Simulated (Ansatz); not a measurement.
Start of a relaxation, (111) slab as cut from the bulk (AlRu, Pm-3m (No. 221), (1 1 1) face):

```
CELL_PARAMETERS angstrom
4.21807 0.00000 0.00000
-2.10903 3.65295 0.00000
0.00000 0.00000 26.19312
ATOMIC_POSITIONS crystal
Ru 0.33333 0.66667 0.28633
Al 0.66667 0.33333 0.31921
Ru 0.00000 0.00000 0.35208
Al 0.33333 0.66667 0.38495
Ru 0.66667 0.33333 0.41782
Al 0.00000 0.00000 0.45069
Ru 0.33333 0.66667 0.48356
Al 0.66667 0.33333 0.51644
Ru 0.00000 0.00000 0.54931
Al 0.33333 0.66667 0.58218
Ru 0.66667 0.33333 0.61505
Al 0.00000 0.00000 0.64792
Ru 0.33333 0.66667 0.68079
Al 0.66667 0.33333 0.71367
```

All numbers below come from DFT r2SCAN, scalar-relativistic, plane waves, PAW in Ansatz. Plane waves to 500 eV, a k mesh through Γ of 9×9×1 on the computed 14-atom cell and Gaussian smearing (0.10 eV); no spin polarisation. The cell repeats along c with a dipole correction in the vacuum.

All atoms are free. The cell is fixed. Force threshold 0.02 eV/Å.

```
step E − E_final (eV) largest force (eV/Å)
   1             0.178                 1.085
   2             0.018                 0.287
   3             0.001                 0.092
   4             0.000                 0.015
   5             0.000                 0.016
```

Q: What is the final structure?

A:
```
CELL_PARAMETERS angstrom
4.21807 0.00000 0.00000
-2.10903 3.65295 0.00000
0.00000 0.00000 26.19312
ATOMIC_POSITIONS crystal
Ru 0.33333 0.66667 0.29238
Al 0.66667 0.33333 0.32063
Ru 0.00000 0.00000 0.34988
Al 0.33333 0.66667 0.38606
Ru 0.66667 0.33333 0.41805
Al 0.00000 0.00000 0.44983
Ru 0.33333 0.66667 0.48279
Al 0.66667 0.33333 0.51681
Ru 0.00000 0.00000 0.54916
Al 0.33333 0.66667 0.58279
Ru 0.66667 0.33333 0.61446
Al 0.00000 0.00000 0.64655
Ru 0.33333 0.66667 0.68291
Al 0.66667 0.33333 0.70770
```

Cost: 1 run of about 4.1 core-minutes, on Intel Xeon 6975P-C (Granite Rapids) (shared hosts).